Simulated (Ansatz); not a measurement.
GaSb (wurtzite, P6_3mc) at seven volumes, DFT-r²SCAN in the program Ansatz with PAW potentials, shape and atoms relaxed at each. One row is withheld.

```csv
V (Å³/atom),P (GPa)
26.215,6.27
27.080,3.82
27.944,?
28.808,0.00
29.672,-1.47
30.537,-2.62
31.401,-3.66
```

Question: Fit the shown pressures and predict the withheld one.

Answer: P = (3/2)B₀(x^(7/2) − x^(5/2))[1 + (3/4)(B′ − 4)(x − 1)] with x = (V₀/V)^(2/3). Least squares on the six rows gives V₀ = 28.810 Å³/atom, B₀ = 52.6 GPa, B′ = 4.98. At V = 27.944, x = 1.0206 and P = 1.73 GPa. The run itself gave 1.75 GPa.

The workflow started from a Materials Project entry (that database holds measured and hypothetical structures alike); the Crystallography Open Database copy checked does not list it. It is not the phase usual at ambient conditions (space group No. 216). Symmetry was held in the r²SCAN relaxation; whether a distortion lowers the energy is not shown. Scalar-relativistic: spin–orbit coupling is off unless named, which matters more the heavier the elements.

Potentials: the later of the program's two PAW sets.
